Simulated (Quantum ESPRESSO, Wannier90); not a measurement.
**Wannier functions of Cu (fcc (Cu type))**

```xyz
1
Lattice="0.0000 1.7887 1.7887 1.7887 0.0000 1.7887 1.7887 1.7887 0.0000" Properties=species:S:1:pos:R:3 pbc="T T T"
Cu     0.0000     0.0000     0.0000
```

Materials Project entry mp-30; symmetrised, unrelaxed at this level. This is the element's usual structure. Method: LDA plane waves in Quantum ESPRESSO 7.5 (PseudoDojo norm-conserving files, 74 Ry, no spin polarisation, no spin-orbit coupling), Bloch states on a 12×12×12 mesh through Γ, Wannier90 4.0.1. Density: 20×20×20 mesh, cold smearing 0.01 Ry.

A tight-binding model is made by disentanglement and projection with no localisation steps (num_iter = 0), so the 9 orbitals stay atom-like: hydrogen-like Cu: s;p;d, axes along x, y, z; frozen window up to 1.50 eV relative to the Fermi level. It follows pw.x to 3.4 meV rms for states up to 1.0 eV relative to the Fermi level. Matrix elements depend on this choice of orbitals and windows.

**Question.** Which pairs of orbitals on different sites are coupled most strongly? Give distance, modulus and how many such pairs a cell has.

**Answer.** 
```
orbital      orbital  distance of the centres (Å)  modulus (eV)  pairs
---------  ---------  ---------------------------  ------------  -----
Cu px          Cu pz                         2.53          2.28      4
Cu py          Cu pz                         2.53          2.27      4
Cu px          Cu py                         2.53          2.27      4
Cu pz           Cu s                         2.53          1.55      8
Cu px           Cu s                         2.53          1.55      8
Cu py           Cu s                         2.53          1.55      8
Cu py          Cu py                         2.53          1.54      4
Cu pz          Cu pz                         2.53          1.54      4
Cu px          Cu px                         2.53          1.54      4
Cu s            Cu s                         2.53          0.90      6
Cu dx2-y2  Cu dx2-y2                         2.53          0.30      2
Cu dxy        Cu dxy                         2.53          0.30      2
Cu dyz        Cu dyz                         2.53          0.30      2
Cu dxz        Cu dxz                         2.53          0.30      2
Cu dyz          Cu s                         2.53          0.27      4
Cu dxy          Cu s                         2.53          0.27      4
Cu dxz          Cu s                         2.53          0.27      4
Cu dxz         Cu px                         2.53          0.27      4
Cu dxz         Cu pz                         2.53          0.27      4
Cu dxy         Cu px                         2.53          0.27      4
Cu dyz         Cu pz                         2.53          0.27      4
Cu dxy         Cu py                         2.53          0.27      4
Cu dyz         Cu py                         2.53          0.27      4
Cu px          Cu px                         3.58          0.24      1
Cu pz          Cu pz                         3.58          0.24      1
Cu py          Cu py                         3.58          0.23      1
Cu dxy        Cu dyz                         2.53          0.20      4
Cu dxy        Cu dxz                         2.53          0.20      4
Cu dxz        Cu dyz                         2.53          0.20      4
Cu dx2-y2      Cu py                         2.53          0.20      4
```
